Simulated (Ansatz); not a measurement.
The start is a relaxed Ti2AlC cell, doubled along one cell vector, shaken by Gaussian noise of σ = 0.08 Å a coordinate. The structure is fully relaxed (lattice and positions, P = 0) with PBE (plane waves to 420 eV, PAW, scalar-relativistic; Ansatz, a quantum-chemistry and plane-wave program). The first steps use a coarse 9×5×9 k-mesh.

The start:
```
CELL_PARAMETERS angstrom
      1.53360     0.88543     6.90183
     -3.06721     1.77085    13.80365
      0.00000    -1.77085     6.90183
ATOMIC_POSITIONS crystal
  C  0.99122 0.99933 0.00212
  C  0.01796 0.49665 0.99698
  Al 0.50714 0.26085 0.46995
  Al 0.56400 0.76492 0.42503
  Ti 0.27079 0.11384 0.34047
  Ti 0.27228 0.63171 0.29906
  Ti 0.71030 0.36060 0.74755
  Ti 0.70349 0.86455 0.72854
```

Q: Which atoms feel the largest initial force, and how large is it?

A: About 2.9 eV/Å, on Ti5 (atoms numbered as listed).

Q: Is the parent structure recovered?

A: The parent structure is recovered, R-3m (No. 166).

Q: What band gap does the relaxed structure have at this level?

A: Zero (metallic).

Final values are on a 18×18×18 k-mesh of the relaxed cell. No spin polarisation in the result. The relaxed primitive cell holds an odd number of electrons. A magnetic state may lie lower.

The relaxed structure here is a generated cell of Ti2AlC: the first start was made by placing the elements on the sites of a structure type, and the end was not matched to a known phase here, so it may be hypothetical.
